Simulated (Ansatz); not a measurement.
The start is a relaxed Ti2AlC cell with one Al and one Ti atom exchanged in a cell of 8 atoms. The structure is fully relaxed (lattice and positions, P = 0) with PBEsol (plane waves to 420 eV, PAW, scalar-relativistic; Ansatz, a quantum-chemistry and plane-wave program). The first steps use a coarse 9×9×2 k-mesh.

Starting cell:
```yaml
crystal:
  lattice:
    - [3.03742, 0.00000, 0.00000]
    - [-1.51871, 2.63048, 0.00000]
    - [0.00000, 0.00000, 13.63771]
  atoms:
    - { symbol: Al, position: [0.33333, 0.66667, 0.08332] }
    - { symbol: Ti, position: [0.66667, 0.33333, 0.91668] }
    - { symbol: Ti, position: [0.66667, 0.33333, 0.58332] }
    - { symbol: Ti, position: [0.33333, 0.66667, 0.41668] }
    - { symbol: Ti, position: [0.33333, 0.66667, 0.75000] }
    - { symbol: Al, position: [0.66667, 0.33333, 0.25000] }
    - { symbol: C, position: [0.00000, 0.00000, 0.00000] }
    - { symbol: C, position: [0.00000, 0.00000, 0.50000] }
```

How much energy is released per atom?

0.01 eV/atom.

Is the parent structure recovered?

It does not go back: it is caught in P3m1 (No. 156), 0.38 eV/atom above the parent.

What band gap does the relaxed structure have at this level?

No gap (metallic).

What does it relax into? Give the structure.


Space group P3m1 (No. 156); a = b = 3.0161 Å, c = 13.8662 Å, α = β = 90.00°, γ = 120.00°

```csv
atom,site,symmetry,x,y,z
Al,1b,3m.,0.3333,0.6667,0.0827
Ti,1c,3m.,0.6667,0.3333,0.9211
Ti,1c,3m.,0.6667,0.3333,0.5816
Ti,1b,3m.,0.3333,0.6667,0.4134
Ti,1b,3m.,0.3333,0.6667,0.7518
Al,1c,3m.,0.6667,0.3333,0.2493
C,1a,3m.,0.0000,0.0000,0.0054
C,1a,3m.,0.0000,0.0000,0.4947
```

Final values are on a 18×18×4 k-mesh of the relaxed cell. No spin polarisation in the result.

The run could not lose the symmetry of its start.

Of the parent cell (P6₃/mmc (No. 194)): The relaxation started from an entry of Materials Project.

The runs began from a structure in Materials Project; this end point is another cell, not compared with measured phases.
